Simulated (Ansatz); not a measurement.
## Profile along the Sn–Se line in SnSe (rock salt)

SnSe (rock salt), conventional cell a = 5.9495 Å, b = 5.9495 Å, c = 5.9495 Å, α = 90.00°, β = 90.00°, γ = 90.00°. The calculation uses the primitive cell of 2 atoms, to which meshes and values per cell refer.

Fields along a shortest Sn–Se line of a {110} plane (2.97 Å), from Sn to Se, interpolated on the slice's grid (step about 0.2 Å). Method: PBEsol (plane waves to 420 eV, PAW, scalar-relativistic; Ansatz, an electronic-structure program). k mesh 10×10×10. Inside the PAW spheres the values are not all-electron values, and peaks at nuclei hang on which shells count as valence. SnSe was relaxed with its symmetry unable to fall. This is one of several known forms of SnSe; the measured ambient cells at hand have space group No. 62.

| distance from Sn (Å) | valence electron density (e/Å³) | electron localisation function | density of the highest valence band (e/Å³) | density of the lowest conduction band (e/Å³) |
|---|---|---|---|---|
| 0.00 | 16.46 | x | 0.021 | 0.003 |
| 0.30 | 10.77 | x | 0.044 | 0.012 |
| 0.59 | 3.42 | 0.16 | 0.073 | 0.016 |
| 0.89 | 0.82 | 0.35 | 0.073 | 0.055 |
| 1.19 | 0.30 | 0.31 | 0.049 | 0.052 |
| 1.49 | 0.24 | 0.40 | 0.039 | 0.031 |
| 1.78 | 0.37 | 0.67 | 0.061 | 0.028 |
| 2.08 | 0.74 | 0.79 | 0.120 | 0.059 |
| 2.38 | 3.17 | 0.70 | 0.166 | 0.108 |
| 2.67 | 20.41 | x | 0.099 | 0.096 |
| 2.97 | 45.39 | x | 0.020 | 0.062 |

x: too close to a nucleus for the ELF to mean much. Band densities are of whole bands, smooth part only.

Density on the Sn–Se line (2.97 Å) at its density minimum, 1.4 Å from Sn: 0.24 e/Å³. ELF at that point: 0.4. Character of the Sn–Se contact (rough rule: ELF there above 0.7 covalent, below 0.2 ionic, polar between): polar, between covalent and ionic.
